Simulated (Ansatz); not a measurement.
# ZrZn: levels along high-symmetry lines

```
CELL_PARAMETERS angstrom
3.33600 0.00000 0.00000
0.00000 3.33600 0.00000
0.00000 0.00000 3.33600
ATOMIC_POSITIONS crystal
Zr 0.50000 0.50000 0.50000
Zn 0.00000 0.00000 0.00000
```

Atom numbers follow the list: Zr1, Zn2.

The cell comes from COD entry 1540230, which wasn't checked; take it as a given geometry.

Level of theory: Ansatz 0.2.0, DFT, PBEsol, all-electron LAPW, scalar-relativistic.

Settings: a Γ-centred 10×10×10 k mesh, Fermi–Dirac smearing of 0.08 eV, basis error target 0.5 meV/atom, no spin polarisation.

Points in fractions of the reciprocal vectors of this cell: Γ (0, 0, 0), X (0, 0.5, 0), M (0.5, 0.5, 0), R (0.5, 0.5, 0.5). The path joins them by straight lines in the order Γ–X–M–Γ–R–X–R–M; legs that retrace an earlier one aren't tabulated. Energies are in eV from the Fermi level.

Question: List the levels at M between -14 and 3 eV.

Answer: -7.25, -7.18, -7.05 (×2), -6.68, -4.36, -0.42, -0.28 (×2), 2.05 (×2).

Question: List the levels at Γ between -14 and 3 eV.

Answer: -7.88, -7.23 (×2), -6.90 (×3), -0.88 (×2).

Question: List the levels at X between -14 and 3 eV.

Answer: -7.09, -6.96, -6.94 (×2), -6.85, -4.25, -4.07, -0.60, 0.69 (×2).

Question: What is the band gap?

Answer: None at this level of theory (metallic, semimetallic, or a small gap that the functional closes).
